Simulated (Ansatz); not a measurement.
CoSi in space group P2_13 (No. 198; Co on 4a, Si on 4a) at seven volumes, PBEsol (plane waves, PAW; program Ansatz), shape and atoms relaxed at each. One row is withheld.

```json
[
 {"V (Å³/atom)": "9.595", "P (GPa)": "28.30"},
 {"V (Å³/atom)": "9.911", "P (GPa)": "17.24"},
 {"V (Å³/atom)": "10.228", "P (GPa)": "7.89"},
 {"V (Å³/atom)": "10.544", "P (GPa)": "0.00"},
 {"V (Å³/atom)": "10.860", "P (GPa)": "-6.65"},
 {"V (Å³/atom)": "11.176", "P (GPa)": "?"},
 {"V (Å³/atom)": "11.493", "P (GPa)": "-16.78"}
]
```

Task: Fit the shown pressures and predict the withheld one.

Result: P = (3/2)B₀(x^(7/2) − x^(5/2))[1 + (3/4)(B′ − 4)(x − 1)] with x = (V₀/V)^(2/3). Least squares on the six rows gives V₀ = 10.544 Å³/atom, B₀ = 240 GPa, B′ = 4.77. At V = 11.176, x = 0.9619 and P = -12.16 GPa. The run itself gave -12.20 GPa.

The PBEsol relaxation kept the symmetry of its start; of distortions, only those at the zone centre were tested. The workflow began spin-polarised and lost its moments.

Potentials: the later of the program's two PAW sets.
